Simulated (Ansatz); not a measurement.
Relaxed-ion elastic tensor of ZnCu2SnS4 in space group I-4 (No. 82; Pearson symbol tI16) in GPa (Voigt order), plane-wave PAW PBEsol (Ansatz code); density 4.70 g/cm³, 19.41 Å³ per atom.

```
 105  67.3  67.5   0.0   0.0   0.3
67.3   105  67.5   0.0   0.0  -0.3
67.5  67.5   106   0.0   0.0   0.0
 0.0   0.0   0.0  44.4   0.0   0.0
 0.0   0.0   0.0   0.0  44.4   0.0
 0.3  -0.3   0.0   0.0   0.0  43.4
```

Question: Is the crystal mechanically stable?

Answer: Yes: the smallest eigenvalue of C is 37.8 GPa.

Question: Work out the Voigt, Reuss and Hill averages.

Answer: K_V = 80.1, K_R = 80.1, K_H = 80.1; G_V = 34.0, G_R = 28.8, G_H = 31.4 GPa.

Question: Give Young's modulus, Poisson's ratio, Pugh's ratio and the universal anisotropy index.

Answer: E = 9KG/(3K + G) = 83.3 GPa; ν = 0.33; K/G = 2.55 (ductile by the Pugh limit of 1.75); A_U = 5G_V/G_R + K_V/K_R − 6 = 0.91.

Question: Estimate the sound speeds and the Debye temperature.

Answer: v_l = √((K + 4G/3)/ρ) = 5090 m/s, v_t = √(G/ρ) = 2590 m/s, mean 2900 m/s; Θ = (h/k)(3n/4πV)^(1/3) v_m = 321 K.

Question: Solve the Christoffel equation for the three sound speeds along x, y, z.

Answer: Eigenvalues of C_ijkl n_j n_l equal ρv². In km/s, slowest first: x 3.04, 3.07, 4.73; y 3.04, 3.07, 4.73; z 3.07, 3.07, 4.74.

Question: How much does each axis shrink under pressure?

Answer: Linear compressibilities β_i = Σ_j S_ij (j = 1 to 3): x 4.2, y 4.2, z 4.1 per TPa.

The PBEsol relaxation kept the symmetry of its start. No spin polarisation was allowed. Scalar-relativistic: spin–orbit coupling is off unless named, which matters more the heavier the elements.

Potentials: the later of the program's two PAW sets.
